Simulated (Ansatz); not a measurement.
Polymorphs of Al, each relaxed with the program Ansatz at the r²SCAN+D4 level (PAW):

A: dhcp (α-La type) (P6_3/mmc)
a = b = 2.8188 Å, c = 9.1789 Å, α = β = 90.00°, γ = 120.00°

| atom | site | symmetry | x | y | z |
|---|---|---|---|---|---|
| Al | 2a | -3m. | 0.0000 | 0.0000 | 0.0000 |
| Al | 2c | -6m2 | 0.3333 | 0.6667 | 0.2500 |

B: fcc (Cu type) (Fm-3m)
a = 3.9761 Å, b = 3.9761 Å, c = 3.9761 Å, α = 90.00°, β = 90.00°, γ = 90.00°

```csv
atom,site,symmetry,x,y,z
Al,4a,m-3m,0.0000,0.0000,0.0000
```

Task: Put the candidates in order of energy per atom at 0 K, lowest first, for r²SCAN+D4.

Result: B (+0 meV/atom), A (+14 meV/atom)

Not the usual ambient phase: A. All cells were relaxed under the symmetry of their starts (and spin orders); stability against distortions was not tested throughout.

Energies hold the estimated change up to a 700 eV cutoff; steps of a few meV lie near the error of the meshes.

Potentials: the later of the program's two PAW sets.
